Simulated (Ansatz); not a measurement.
**A plane-wave run on Li₂Ge**

The input, for Ansatz 0.2.0 (plane waves, PAW):

```yaml
crystal:
  lattice:
    - [0.0, 2.542478, 2.542478]
    - [2.542478, 0.0, 2.542478]
    - [2.542478, 2.542478, 0.0]
  atoms:
    - { symbol: Li, position: [0.25, 0.25, 0.25] }
    - { symbol: Li, position: [0.75, 0.75, 0.75] }
    - { symbol: Ge, position: [0.5, 0.5, 0.5] }
  symmetry: { tolerance: 0.0003 }
kpoints:
  mp_grid: { grid: [11, 11, 11], shift: [0, 0, 0] }
  band_path:
    path:
      - [0.375, 0.375, 0.75]
      - [0.0, 0.0, 0.0]
      - [0.5, 0.5, 0.5]
      - [0.5, 0.25, 0.75]
      - [0.5, 0.0, 0.5]
    npoints: 13
magnetization:
  spin_polarized: false
scf:
  occupations: { method: fermi_dirac, width: 0.1329 }
  lower_state_search: "off"
  max_iter: 200
hamiltonian:
  pseudopotentials: { kind: paw }
  xc: pbe
basis:
  ecutwfc: 420
  fft_grid_basis: typed
output:
  forces: true
  stress: true
  eigenvalues: true
  bader: true
  populations: true
  elf: true
  write_potential: true
  volumetric_format: npy
  dos:
    e_range: [-12, 8]
    de: 0.05
    projected: { site_lists: { Ge: [Ge], Li: [Li] } }
checkpoint:
  read: saved_state
```

The saved state is an earlier solution for the same cell, perhaps on another mesh. 

Parts of the output:

```
Free energy (F): -4702.1958 eV
Harris-Foulkes:  -4702.1958 eV  (|F-HF|=8.70e-9)
Internal energy: -4702.1255 eV  (E = F + TS)
E sigma→0 (E₀):  -4702.1606 eV
Entropy (-TS):   -0.0704 eV (-23.454 meV/atom)
Fermi energy:    8.2689 eV
--- Per-component energies (eV) ---
  E_band       = -276.0559
  E_kinetic    = 167.4077
  E_local      = -2541.7036  (includes V_loc(G=0)·N_el)
  E_nonlocal   = 352.1629
  E_hartree    = 1089.2095
  E_xc         = -101.7965
  E_vxc        = -98.5511  (∫ρ·V_xc dr)
  E_paw        = -2059.6426  (= ΣΔE_a)
  E_vpaw       = -333.7903  (= ΣTr[D̂ρ^β])
  E_aug_tail   = 0.0004  (compensation charges beyond the density's cutoff)
  E_ewald      = -1607.7632
  E_smearing   = -0.0704  (= −TS)
--- Stress (GPa, compression-positive) ---
       43.7836       0.0000       0.0000
        0.0000      43.7836       0.0000
        0.0000       0.0000      43.7836
  P = ⅓ Tr σ = 43.7836 GPa (437.836 kbar)
--- Löwdin populations: 3 sites ---
  site symbol       q [e]
     0     Li      2.3087
     1     Li      2.3087
     2     Ge     15.2253
  spilling = 0.0079 (of n_electrons = 20.0000)
--- Bader charges: 3 sites ---
  site symbol  charge [e]  shift [e]
     0     Li      0.7563     0.0022
     1     Li      0.7563     0.0022
     2     Ge     -1.5127     0.0043
```

Origin: a known structure type with other elements, at an estimated volume, so it need not be a known compound. Caveats: atoms or cell far from equilibrium.
